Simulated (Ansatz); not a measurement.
NaYS$_{2}$:
Space group R-3m, hexagonal axes (No. 166); a = b = 3.9358 Å, c = 19.7557 Å, α = β = 90.00°, γ = 120.00°

```json
[
 {"atom": "Na", "site": "3a", "symmetry": "-3m", "x": "0.0000", "y": "0.0000", "z": "0.0000"},
 {"atom": "Y", "site": "3b", "symmetry": "-3m", "x": "0.0000", "y": "0.0000", "z": "0.5000"},
 {"atom": "S", "site": "6c", "symmetry": "3m", "x": "0.0000", "y": "0.0000", "z": "0.2426"}
]
```
(The calculation used a cell of 4 atoms; values per cell refer to that cell.)

Relaxed with PBEsol. 

Problem. HSE06 on this cell (Ansatz, a program for electronic structure, PAW) gives a gap of 3.22 eV. What does PBEsol give?

Solution. 2.14 eV.

Cost on shared cores: the PBEsol run (SCF on a 8×8×8 mesh, then bands and DOS) very roughly 30 core-seconds, the HSE06 run (SCF on 6×6×6, then a few points) roughly 7 core-minutes; the tasks are unlike.

The first step of the workflow began from a Materials Project structure, measured or hypothetical; the Crystallography Open Database files this formula in space group No. 166, but the cells were not matched. Whether it is the stable phase at ambient conditions was not checked. The PBEsol relaxation kept the symmetry of its start; whether a distortion lowers the energy is not shown. No spin polarisation was allowed. Spin–orbit coupling is left out wherever it is not named.

Potentials: the later of the program's two PAW sets.

Ansatz is a plane-wave DFT program.
